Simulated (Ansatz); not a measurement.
Ba3In2O5F2:
Space group I4/mmm (No. 139); a = b = 4.1998 Å, c = 22.7304 Å, α = β = γ = 90.00°

| atom | site | symmetry | x | y | z |
|---|---|---|---|---|---|
| Ba | 2b | 4/mmm | 0.0000 | 0.0000 | 0.5000 |
| Ba | 4e | 4mm | 0.0000 | 0.0000 | 0.3235 |
| In | 4e | 4mm | 0.0000 | 0.0000 | 0.0918 |
| O | 8g | 2mm. | 0.0000 | 0.5000 | 0.1038 |
| O | 2a | 4/mmm | 0.0000 | 0.0000 | 0.0000 |
| F | 4e | 4mm | 0.0000 | 0.0000 | 0.2040 |
(The calculation used a cell of 12 atoms; values per cell refer to that cell.)

Relaxed at zero pressure with the program Ansatz at the r²SCAN level (PAW).

Question: The volume is raised by 6 % and shape and atoms relax at that volume. What pressure results, and how do the axes share the change?

Answer: -4.7 GPa; a 1.4 %, b 1.4 %, c 3.1 %; the energy rises by 16 meV/atom.

Question: Give the new structure.

Answer: 
Space group I4/mmm (No. 139); a = 4.2584 Å, b = 4.2584 Å, c = 23.4351 Å, α = 90.00°, β = 90.00°, γ = 90.00°

```
atom  site  symmetry       x       y       z
----  ----  --------  ------  ------  ------
Ba      2b     4/mmm  0.0000  0.0000  0.5000
Ba      4e       4mm  0.0000  0.0000  0.3256
In      4e       4mm  0.0000  0.0000  0.0901
O       8g      2mm.  0.0000  0.5000  0.1025
O       2a     4/mmm  0.0000  0.0000  0.0000
F       4e       4mm  0.0000  0.0000  0.2036
```

The phase is kept; no other phase was compared at this pressure.

The workflow started from a Materials Project entry (that database holds measured and hypothetical structures alike); the Crystallography Open Database copy checked does not list it. Its standing as an ambient phase is unchecked. Symmetry was held in the r²SCAN relaxation; whether a distortion lowers the energy is not shown. Scalar-relativistic: spin–orbit coupling is off unless named, which matters more the heavier the elements.

Potentials: the later of the program's two PAW sets.
